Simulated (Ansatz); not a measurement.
KLuS2 in space group R-3m (No. 166; Lu on 3b, K on 3a, S on 6c), PBEsol (plane waves, PAW; program Ansatz). The conduction-band minimum lies at F, with 3 equivalent valleys. Second derivatives d²E/dk² of the lowest band at one valley (eV·Å²), along Cartesian directions:

```tsv
direction	d²E/dk²
[100]	12.71
[010]	22.52
[001]	11.40
[110]	9.115
[101]	7.580
[011]	14.38
```

### Question
Find the principal effective masses, the density-of-states mass and the conductivity mass.

### Answer
Off-diagonal terms follow from H_xy = H[110] − (H_xx + H_yy)/2, and m*/mₑ = 7.620 eV·Å² over each eigenvalue: 0.28, 0.51, 1.8. One valley's DOS mass (m₁m₂m₃)^(1/3) = 0.64, conductivity mass 3/(Σ 1/mᵢ) = 0.49 mₑ.

### Question
What effective density of states Nc follows at 300 K for parabolic valleys?

### Answer
Nc = 2.509e19 × 3 × (0.64)^(3/2) ≈ 3.9e19 cm⁻³.

### Question
With the computed static dielectric constant 12.1 (mean of the diagonal), estimate a hydrogenic donor's binding energy and radius.

### Answer
E = 13.606 eV × 0.49/12.1² ≈ 46 meV; a = 0.529 Å × ε/m* ≈ 13 Å. Semilocal masses tend to be too small where the gap is.

The workflow started from an entry of the Crystallography Open Database (COD, 301 K). Its standing as an ambient phase is unchecked. The PBEsol relaxation kept the symmetry of its start; of distortions, only those at the zone centre were tested. Scalar-relativistic: spin–orbit coupling is off unless named, which matters more the heavier the elements.

Potentials: the later of the program's two PAW sets.
